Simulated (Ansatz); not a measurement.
The calculation used DFT PBE, scalar-relativistic, plane waves, PAW in Ansatz 0.2.0. Plane waves to 420 eV, a 10×10×12 mesh through Γ for the 4-atom cell and 0.10 eV Gaussian smearing; no spin polarisation.

Energies over the elements count from the elements' standard structures at the same level (F₂ as a molecule), with no fitted energy shifts.

Problem. Suggest a trial structure for a tetragonal metal with formula TaSe2F, with a formation energy near −1.15 eV/atom and about 26 Å³ per atom, in a cell of 4 atoms.

Solution. TaSe2F, space group P4/mmm (No. 123). Around Ta lie 2 F at 2.05 Å and 4 Se at 2.50 Å; Se has 2 Ta at 2.50 Å; F is surrounded by 2 Ta at 2.05 Å.

```
Ta Se F
1.0
     5.00243    0.00000    0.00000
     0.00000    5.00243    0.00000
     0.00000    0.00000    4.10061
Ta Se F
1 2 1
Cartesian
  2.5012 2.5012 0.0000
  0.0000 2.5012 0.0000
  2.5012 0.0000 0.0000
  2.5012 2.5012 2.0503
```

* Volume per atom: 25.65 Å³
* Density: 5.79 g/cm³
* Formation energy: −1.15 eV/atom
* Gap on the 10×10×12 mesh of the 4-atom cell: 0 eV (a metal)

The structure comes from a generated guess, relaxed at this level; another structure or a mixture of phases may lie lower. The answer needn't be unique; the calculation gave this one.

Spin–orbit coupling, which can matter for Ta, is left out. The reference form of Se is held partly by dispersion forces, which this level lacks. A structure relaxed within its symmetry needn't be a true minimum.
